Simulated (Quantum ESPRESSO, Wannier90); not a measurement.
**BaTiO$_{3}$ (Amm2): Wannier90 run**

```
begin unit_cell_cart
ang
    3.9833300000    0.0000000000    0.0000000000
    0.0000000000    2.8625950000    2.8753400000
    0.0000000000   -2.8625950000    2.8753400000
end unit_cell_cart
begin atoms_frac
Ba   0.0000000000  0.0034100000  0.0034100000
Ti   0.5000000000 -0.4815000000 -0.4815000000
O    0.5000000000 -0.0215700000  0.4913500000
O    0.5000000000  0.4913500000 -0.0215700000
O    0.0000000000  0.4882000000  0.4882000000
end atoms_frac
```

Cell from Materials Project (mp-5777), symmetrised, no further relaxation. COD (Crystallography Open Database) has the formula in 5 space groups, this one among them (matched by group alone). Method: LDA plane waves in Quantum ESPRESSO 7.5 (PseudoDojo norm-conserving files, 68 Ry, no spin polarisation, no spin-orbit coupling), Bloch states on a 8×8×8 mesh through Γ, Wannier90 4.0.1. Density: 8×8×8 mesh, cold smearing 0.01 Ry. Spin-orbit coupling is left out although heavy elements are present.

A tight-binding model is made by disentanglement and projection with no localisation steps (num_iter = 0), so the 14 orbitals stay atom-like: hydrogen-like Ti: d; O: p, axes along x, y, z; frozen window up to 3.63 eV relative to the valence-band maximum. It follows pw.x to 0.2 meV rms for states up to 3.1 eV relative to the valence-band maximum. Matrix elements depend on this choice of orbitals and windows.

Problem. Which pairs of orbitals on different sites are coupled most strongly? Give distance, modulus and how many such pairs a cell has.

Solution. 
| orbital | orbital | distance of the centres (Å) | modulus (eV) | pairs |
|---|---|---|---|---|
| O px | Ti dx2-y2 | 2.00 | 1.91 | 2 |
| O py | Ti dyz | 1.91 | 1.79 | 2 |
| O pz | Ti dx2-y2 | 1.87 | 1.39 | 2 |
| O pz | Ti dyz | 1.90 | 1.28 | 2 |
| O pz | Ti dyz | 2.16 | 1.25 | 2 |
| O py | Ti dz2 | 1.91 | 1.16 | 2 |
| O py | Ti dxy | 2.00 | 1.12 | 2 |
| O px | Ti dxy | 1.87 | 1.08 | 2 |
| O pz | Ti dxz | 2.00 | 1.08 | 2 |
| O px | Ti dz2 | 2.00 | 1.05 | 2 |
| O px | Ti dxz | 1.86 | 0.99 | 2 |
| O py | Ti dyz | 2.15 | 0.96 | 2 |
| O py | Ti dz2 | 2.16 | 0.90 | 2 |
| O pz | Ti dx2-y2 | 2.19 | 0.77 | 2 |
| O pz | Ti dz2 | 1.89 | 0.63 | 2 |
| O px | Ti dxz | 2.21 | 0.54 | 2 |
| O py | O py | 2.86 | 0.54 | 1 |
| O px | Ti dxy | 2.19 | 0.51 | 2 |
| O pz | O pz | 2.88 | 0.50 | 2 |
| O py | O py | 2.87 | 0.48 | 1 |
| O py | Ti dx2-y2 | 1.88 | 0.41 | 2 |
| O px | Ti dxz | 2.00 | 0.41 | 2 |
| O pz | Ti dx2-y2 | 2.00 | 0.32 | 2 |
| O px | O pz | 2.86 | 0.30 | 8 |
| O px | O py | 2.85 | 0.30 | 8 |
| O pz | Ti dz2 | 2.00 | 0.27 | 2 |
| O px | O px | 2.82 | 0.24 | 4 |
| O py | Ti dx2-y2 | 2.18 | 0.23 | 2 |
| O px | O px | 2.86 | 0.20 | 4 |
| O py | O py | 5.73 | 0.19 | 1 |
